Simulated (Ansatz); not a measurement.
The cell of Mn3AlN is invented: random cell by space group and Wyckoff sites (Cmmm, No. 65). Lengths were set from tabulated atomic sizes, so they are only a guess.

```cif
data_structure
_symmetry_space_group_name_H-M 'Cmmm'
_symmetry_Int_Tables_number 65
_cell_length_a 5.5328
_cell_length_b 6.4736
_cell_length_c 3.7969
_cell_angle_alpha 90.000
_cell_angle_beta 90.000
_cell_angle_gamma 90.000
_cell_volume 135.99
loop_
_atom_site_label
_atom_site_type_symbol
_atom_site_symmetry_multiplicity
_atom_site_Wyckoff_symbol
_atom_site_fract_x
_atom_site_fract_y
_atom_site_fract_z
_atom_site_occupancy
Mn1 Mn 4 i 0.50000 0.74171 0.00000 1
Mn2 Mn 2 b 0.50000 0.00000 0.00000 1
Al1 Al 2 a 0.00000 0.00000 0.00000 1
N1 N 2 d 0.00000 0.00000 0.50000 1
```

The calculation used DFT PBE, scalar-relativistic, plane waves, PAW in Ansatz. Cutoff 420 eV, Gaussian smearing, Γ-centred meshes. Cell and atoms relax first on a coarse mesh and then on a finer one. In between, the cell is made exact in the group found at 0.06 Å. In metals the finer mesh still leaves noise of several meV/atom or more. The steps can't lower the symmetry of their start. Collinear spin, starting moments Mn 4.0 (×3) μB.

A guess keeps its type if space group and coordination stay and the shape of the cell changes little (axis ratios within about 15 %, angles within 6°); the volume may change.

Problem. Does it keep its structure type, or change into something else?

Solution. It doesn't keep its type. The symmetry stays Cmmm (No. 65). The volume per atom grows by 39.6 %, from 13.6 to 19.0 Å³. The shortest distance goes from 1.56 Å (Mn–Al) to 1.76 Å (Al–N). Counting neighbours within 15 % of an atom's shortest distance, the start has Al 2, Mn 2, N 2 and the end Al 2, Mn 4, N 2. In detail, at the end Mn on a site of symmetry m2m has 1 Mn at 2.47 Å, 2 Mn at 2.62 Å and 1 Al at 2.70 Å; Al is surrounded by 2 N at 1.76 Å and 4 Mn at 2.61–2.70 Å; N has 2 Al at 1.76 Å; 1 more site not described.

```cif
data_structure
_symmetry_space_group_name_H-M 'P 1'
_symmetry_Int_Tables_number 1
_cell_length_a 5.7912
_cell_length_b 5.7912
_cell_length_c 3.5145
_cell_angle_alpha 90.000
_cell_angle_beta 90.000
_cell_angle_gamma 126.361
_cell_volume 94.92
loop_
_atom_site_label
_atom_site_type_symbol
_atom_site_fract_x
_atom_site_fract_y
_atom_site_fract_z
_atom_site_occupancy
Mn1 Mn 0.73924 0.26076 0.00000 1
Mn2 Mn 0.26076 0.73924 0.00000 1
Mn3 Mn 0.50000 0.50000 0.00000 1
Al1 Al 0.00000 0.00000 0.00000 1
N1 N 0.00000 0.00000 0.50000 1
```

The last run used collinear spin, an 8×8×10 mesh (in the run's order of axes) for its 5-atom cell and Gaussian smearing of 0.10 eV. Another magnetic order may lie lower. Symmetry constrained the relaxation, so the result can be a saddle point.
